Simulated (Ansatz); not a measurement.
**Relaxing tellurium (diamond)**

Computed with DFT, PBEsol, plane waves (420 eV) with PAW, scalar-relativistic (Ansatz 0.2.0). The PAW files were generated under PBE, with cores re-solved for the functional.

k-point mesh 8×8×8, Fermi-Dirac smearing 0.1 eV, no spin polarisation. Cell and atoms relax.

Starting structure:

```yaml
crystal:
  lattice:
    - [0.0, 3.3891640866, 3.3891640866]
    - [3.3891640866, 0.0, 3.3891640866]
    - [3.3891640866, 3.3891640866, 0.0]
  atoms:
    - { symbol: Te, position: [0.125, 0.125, 0.125] }
    - { symbol: Te, position: [0.875, 0.875, 0.875] }
hamiltonian:
  xc: pbesol
  pseudopotentials:
    kind: paw
    azcp:
      Te: "pseudopotentials/Te.paw.azcp"
basis:
  ecutwfc: 420
  fft_grid_basis: typed
kpoints:
  mp_grid: { grid: [8, 8, 8], shift: [0, 0, 0] }
magnetization:
  spin_polarized: false
scf:
  occupations: { method: fermi_dirac, width: 0.1 }
relax:
  max_steps: 60
  f_tol: 0.01
  cell: {}
output:
  write_density: true
  write_potential: true
  elf: true
  volumetric_format: npy
```

What cell does the relaxation end in?

Fd-3m with a = 7.060 Å; 43.98 Å³ per atom against 38.93 at the start (13.0 %).

How much energy does the relaxation gain?

67.5 meV per atom.

Path of the relaxation (the plane waves are chosen anew near the end, which can shift the energy a little):

```json
{"step": "0", "E − E(final) (meV/atom)": "67.54", "V (Å³/atom)": "38.929", "P (GPa)": "4.78", "max force (eV/Å)": "0.000"}
{"step": "1", "E − E(final) (meV/atom)": "2.10", "V (Å³/atom)": "44.812", "P (GPa)": "-0.54", "max force (eV/Å)": "0.000"}
{"step": "2", "E − E(final) (meV/atom)": "0.67", "V (Å³/atom)": "44.140", "P (GPa)": "-0.10", "max force (eV/Å)": "0.000"}
{"step": "3", "E − E(final) (meV/atom)": "0.60", "V (Å³/atom)": "43.983", "P (GPa)": "0.00", "max force (eV/Å)": "0.000"}
{"step": "4", "E − E(final) (meV/atom)": "0.00", "V (Å³/atom)": "43.983", "P (GPa)": "-0.01", "max force (eV/Å)": "0.000"}
```
